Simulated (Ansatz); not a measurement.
## Structure types of SbAs compared at 21 GPa

Structure types of SbAs are relaxed in primitive cells with their symmetry kept at 21 GPa, on PAW files; LAPW relaxes the small cells further and takes the PAW cell for the others (marked *). The enthalpy is E + pV at zero temperature, without zero-point motion. Only the types listed were tried, and differences under about 5 meV/atom are mesh noise. The real phase may be another.

Computed with Ansatz 0.2.0; functional PBEsol, scalar-relativistic. Settings: Fermi–Dirac smearing of 0.05 eV, no spin polarisation. Methods: LAPW: all electrons, basis error target 0.5 meV/atom; PAW: frozen-core files, cutoff 420 eV.

k meshes: rocksalt 13×13×13, CsCl 13×13×13, zincblende 11×11×11, anti NiAs 10×10×6, NiAs 10×10×6.

Spin–orbit coupling is left out, which matters for the heavy atoms. The PAW files were made under PBE.

Which type is lowest in enthalpy, and by how much?

CsCl, 2 meV/atom below rocksalt, which is within the noise of the k meshes. The whole table:

| start type | ends as | a, b, c (Å) | V (Å³/atom) | H − H(lowest), LAPW (meV/atom) | same, PAW |
| --- | --- | --- | --- | --- | --- |
| rocksalt | rocksalt, Fm-3m | 5.418, 5.418, 5.418 | 19.88 | 1.5 | 1.6 |
| CsCl | CsCl, Pm-3m | 3.319, 3.319, 3.319 | 18.29 | 0.0 | 0.0 |
| zincblende | zincblende, F-43m | 5.857, 5.857, 5.857 | 25.11 | 1223.1 | 1222.6 |
| anti NiAs* | anti NiAs, P6_3/mmc | 3.572, 3.572, 7.106 | 19.63 | 68.6 | 68.7 |
| NiAs* | distorted NiAs, P6_3/mmc | 3.501, 3.501, 7.352 | 19.51 | 83.4 | 83.5 |
